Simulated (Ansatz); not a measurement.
## CsVTeO6 — quadrupolar parameters

The cell is a Materials Project structure (computed, not necessarily an observed phase), taken as it stands.

```xyz
18
Lattice="-3.5592 3.6369 5.0913 3.5592 -3.6369 5.0913 3.5592 3.6369 -5.0913" Properties=species:S:1:pos:R:3 pbc="T T T"
Cs    0.0000    1.8185    6.3175
Cs    3.5592    1.8185   -1.2262
V    -1.7796    1.8185    2.5457
V     1.7796    1.8185    2.5457
Te    0.0000    3.6369    0.0000
Te    0.0000    0.0000    0.0000
O     0.0000    5.4554    0.7926
O     3.5592    1.8185    2.0306
O     2.1598    3.1895    3.8337
O     1.3994    4.0843   -1.2577
O    -2.1598    3.1895    3.8337
O     2.1598    0.4474    3.8337
O     3.5592   -1.8185    4.2988
O     0.0000    1.8185    3.0607
O     1.3994    0.4474    1.2577
O     2.1598   -0.4474    6.3490
O     5.7190    0.4474    1.2577
O     1.3994    3.1895    1.2577
```

Sites (sets of like atoms) are named by element and the number of their first atom in this list.

The numbers come from a DFT calculation in Ansatz (r2SCAN, plane waves and PAW, scalar-relativistic, 500 eV cutoff, Γ-centred 5×5×5 k-points, Fermi–Dirac smearing 0.02 eV).

Conventions: |V_zz| ≥ |V_yy| ≥ |V_xx|, η = (V_xx − V_yy)/V_zz, C_Q = eQV_zz/h. Directions are in the Cartesian axes of the cell vectors above, for the atom listed; none is given where the gradient is under 0.02 or η is above 0.95.

Question: What field gradients does the calculation give at each kind of site?

Answer: 

```csv
site,first atom,first shell,V_zz (10²¹ V/m²),η,"direction of V_zz (x, y, z)"
Cs,1,18 O at 3.07–3.73 Å,0.81,0.64,0.00 0.00 1.00
V,3,6 O at 1.85–1.92 Å,-5.26,0.12,0.99 0.00 0.11
Te,5,6 O at 1.93–1.98 Å,11.30,0.63,0.00 0.86 0.52
O7,7,"2 Te at 1.98 Å, angle 133°; also 1 Cs at 3.07 Å",13.65,0.65,0.00 1.00 0.00
O8,8,"2 V at 1.85 Å, angle 148°; also 1 Cs at 3.26 Å",1.81,0.23,1.00 0.00 0.00
O9,9,"1 V at 1.92 Å, 1 Te at 1.93 Å, angle 138°; also 1 Cs at 3.13 Å",12.23,0.18,0.69 0.31 0.66
```

At O7 and O8 V_zz runs parallel to the line that joins its two neighbours (within 1°) in each case.

At this cell the r2SCAN pressure is -7 GPa, so with r2SCAN the cell would shrink if it were relaxed. The entry's cell may itself be off. The largest force is 0.5 eV/Å, so the atoms aren't at the calculated equilibrium and relaxing them would move these values. Without spin–orbit coupling the gradients at and beside Te can be off by some per cent, at some sites by more.
